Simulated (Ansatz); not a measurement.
GaS:
```xyz
8
Lattice="3.5905 0.0000 0.0000 -1.7953 3.1095 0.0000 0.0000 0.0000 15.4470" Properties=species:S:1:pos:R:3 pbc="T T T"
Ga     0.0000     2.0730     2.6379
Ga     1.7953     1.0365    10.3614
Ga     0.0000     2.0730     5.0856
Ga     1.7953     1.0365    12.8091
S      0.0000     2.0730     9.2734
S      1.7953     1.0365     1.5499
S      0.0000     2.0730    13.8971
S      1.7953     1.0365     6.1736
```

Tensor components refer to the Cartesian frame of this cell.

### Question
Give the high-frequency dielectric tensor and the Born effective charge tensors of the independent atoms from DFPT, plane-wave PAW PBE+D3(BJ) (Ansatz code).

### Answer

ε∞:
```
6.99  0.00  0.00
0.00  6.99  0.00
0.00  0.00  5.49
```
Z* of atom 1 (Ga), rows: field, columns: displacement, in e:
```
2.26  0.00  0.00
0.00  2.26  0.00
0.00  0.00  0.99
```
Z* of atom 5 (S), rows: field, columns: displacement, in e:
```
-2.26   0.00   0.00
 0.00  -2.26   0.00
 0.00   0.00  -0.99
```

Static charges for comparison (Bader): Ga1 +0.82, S5 -0.82 e. Born charges measure polarisation by displacement and can exceed these by far.

Space group P6_3/mmc. Symmetry was held in the PBE+D3(BJ) relaxation. Spin–orbit coupling is left out wherever it is not named.

Potentials: the later of the program's two PAW sets.
